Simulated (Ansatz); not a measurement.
**Question.** ZnS (NiAs type, P6_3/mmc) is relaxed with PBE (plane waves, PAW; program Ansatz). What lattice parameters of the conventional cell result?

**Answer.** a = 3.625 Å, c = 5.915 Å.

**Question.** Is it a metal or does it have a gap at this level?

**Answer.** A gap of 0.40 eV, indirect.

The start of the workflow was typed in or built on a structure type; neither database checked (COD, Materials Project) lists it. It is not the phase usual at ambient conditions (space group No. 186, 216). The PBE relaxation kept the symmetry of its start; whether a distortion lowers the energy is not shown.

Potentials: the later of the program's two PAW sets.
